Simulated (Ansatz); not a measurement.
**V2O5: checking a database structure before trusting its electric field gradients**

The cell is a structure deposited in the COD.

```cif
data_V2O5
_symmetry_space_group_name_H-M 'Pmn2_1'
_symmetry_Int_Tables_number 31
_cell_length_a 11.4800
_cell_length_b 4.3600
_cell_length_c 3.5500
_cell_angle_alpha 90.000
_cell_angle_beta 90.000
_cell_angle_gamma 90.000
loop_
_atom_site_label
_atom_site_type_symbol
_atom_site_symmetry_multiplicity
_atom_site_Wyckoff_symbol
_atom_site_fract_x
_atom_site_fract_y
_atom_site_fract_z
V V 4 b 0.1480 0.0970 0.0000
O5 O 4 b 0.1480 0.4500 0.9200
O9 O 4 b 0.2000 0.0300 0.4600
O13 O 2 a 0.0000 0.0800 0.8900
```

One atom of each set is listed.

The numbers come from a DFT calculation in Ansatz (PBE, plane waves and PAW (field gradients read without the response of the frozen cores, which leaves them typically 4 to 6 % off), scalar-relativistic, 420 eV cutoff, Γ-centred 2×6×7 k-points, Fermi–Dirac smearing 0.02 eV).

(1) Do the atoms and the cell lie near the calculated equilibrium?

## Answers

(1) No. The largest force is 3.7 eV/Å, on atom 9 (O: 3 V at 1.76–2.03 Å), and the pressure is 19.0 GPa, with principal stresses up to 27 GPa in size. Such values can come from a cell under pressure, imprecise or misplaced coordinates, missing atoms or a wrong setting of the space group; the run alone doesn't tell which, and gradients calculated on this entry can't be taken for those of the compound at ambient conditions.
